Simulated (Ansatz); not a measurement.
SnO2:
Space group P4₂/nmc, origin choice 1 (No. 137); a = b = 3.5573 Å, c = 5.4003 Å, α = β = γ = 90.00°

| atom | site | symmetry | x | y | z |
|---|---|---|---|---|---|
| Sn | 2a | -4m2 | 0.0000 | 0.0000 | 0.0000 |
| O | 4d | 2mm. | 0.0000 | 0.5000 | 0.1821 |

Relaxed with PBEsol.

Problem. Decompose the optical modes at the zone centre into irreducible representations, and say which are infrared and Raman allowed.

Solution. Point group 4/mmm: Γ_opt = A1g + A2u + 2B1g + B2u + 3Eg + 2Eu. Infrared: A2u, Eu. Raman: A1g, B1g, Eg.

Problem. Assign frequencies (DFPT, PBEsol in the plane-wave PAW code Ansatz; without the LO–TO term).

Solution. Eu 37i, Eg 134, B1g 203, A2u 287, Eg 358, A1g 364, B2u 553, Eu 558, B1g 567, Eg 702 cm⁻¹.

Subscripts of B labels follow the axes of the standard setting.

Space group P4_2/nmc. The cell is a constructed one: a structure type filled with these elements; neither database checked (COD, Materials Project) lists it. It is not the phase usual at ambient conditions (space group No. 136). Symmetry was held in the PBEsol relaxation. At this level the phase is dynamically unstable (imaginary phonons). Spin–orbit coupling is left out wherever it is not named.

Potentials: the earlier of the program's two PAW sets. The files were generated under PBE; for other functionals the program regenerates the frozen cores, and for LDA and PBEsol the local potential too.
